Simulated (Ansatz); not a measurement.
Method: DFT PBE, scalar-relativistic, plane waves, PAW (Ansatz). Settings of the last relaxation (8-atom cell): 420 eV, 8×8×8 k points, Gaussian smearing of 0.10 eV, no spin polarisation.

Formation energies are uncorrected and refer to the elements' standard structures at the same level (N₂ as a molecule).

**Question.** Find a candidate cubic metal with formula Nb3BN4, with a formation energy near −0.67 eV/atom and a density near 6.36 g/cm³, in a cell of 8 atoms.

**Answer.** Nb3BN4, space group P-43m (No. 215). Nb has 4 N at 2.10 Å; B has 4 N at 1.57 Å; N is surrounded by 1 B at 1.57 Å and 3 Nb at 2.10 Å.

```yaml
crystal:
  lattice:
    - [4.48574, 0.00000, 0.00000]
    - [0.00000, 4.48574, 0.00000]
    - [0.00000, 0.00000, 4.48574]
  atoms:
    - { symbol: Nb, position: [0.00000, 0.50000, 0.50000] }
    - { symbol: Nb, position: [0.50000, 0.50000, 0.00000] }
    - { symbol: Nb, position: [0.50000, 0.00000, 0.50000] }
    - { symbol: B, position: [0.00000, 0.00000, 0.00000] }
    - { symbol: N, position: [0.20193, 0.79807, 0.79807] }
    - { symbol: N, position: [0.79807, 0.79807, 0.20193] }
    - { symbol: N, position: [0.79807, 0.20193, 0.79807] }
    - { symbol: N, position: [0.20193, 0.20193, 0.20193] }
```

| Property | Result |
| --- | --- |
| Volume per atom | 11.28 Å³ |
| Density | 6.36 g/cm³ |
| Formation energy | −0.67 eV/atom |
| Gap on the 8×8×8 mesh of the 8-atom cell | 0 eV (a metal) |

The cell was found from a structure generator's guess, not taken from experiment. Other answers may fit too; this one was computed.

A structure relaxed within its symmetry needn't be a true minimum.
